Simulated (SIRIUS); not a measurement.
Consider a self-consistent single point of a (001) slab of Sn2SeS (cut from a parent of space group no. 26; 8 atoms in the cell).

```
CELL_PARAMETERS angstrom
      4.03850     0.00000     0.00000
      0.00000     4.65176     0.00000
      0.00000     0.00000    21.19160
ATOMIC_POSITIONS crystal
  Sn 0.00000 0.10539 0.42664
  Sn 0.00000 0.89461 0.69773
  Sn 0.50000 0.35857 0.29632
  Sn 0.50000 0.64143 0.56740
  Se 0.00000 0.75679 0.29021
  Se 0.00000 0.24321 0.55422
  S  0.50000 0.74453 0.44578
  S  0.50000 0.25547 0.71687
```

All values come from this method and carry its errors: LDA (PW92), GBRV LDA ultrasoft pseudopotentials (plane waves; SIRIUS).

SIRIUS settings:

* **parameters.ngridk**: 3 3 1
* **parameters.xc_functionals**: [XC_LDA_X, XC_LDA_C_PW]
* **parameters.gk_cutoff**: 6.325 1/bohr
* **parameters.pw_cutoff**: 14.143 1/bohr
* **parameters.smearing**: gaussian
* **parameters.smearing_width**: 0.00183747 Ha
* **potentials**: GBRV LDA ultrasoft pseudopotentials
* **parameters.electronic_structure_method**: pseudopotential
* **parameters.num_bands**: 48
* **parameters.num_mag_dims**: 0
* **parameters.num_dft_iter**: 100
* **parameters.energy_tol**: 1e-07 Ha
* **parameters.density_tol**: 1e-06
* **mixer.type**: broyden2
* **mixer.beta**: 0.3
* **mixer.use_hartree**: false

Question: Estimate, at this level of theory: pressure averaged over the cell with its vacuum and largest force (vector length).

Answer: The run gave:

- Pressure averaged over the cell with its vacuum: -2.66 GPa
- Largest force (vector length): 1.116 eV/Å

For comparison: a first run was changed to give this one (atom 5 moved by +0.15 angstrom along z), and from it to this one the free energy falls by 1.9 meV/atom and the largest force moves little (1.117 to 1.116 eV/Å).

Forces above 1 eV/Å remain at this geometry. No dipole correction was used; where the two faces of such a cut differ, images can couple through a dipole. The bare cut can leave dangling bonds, and the run has no spin polarisation, so a lower magnetic or reconstructed surface may exist.

Cost on one core: around 4 core-minutes (rough).
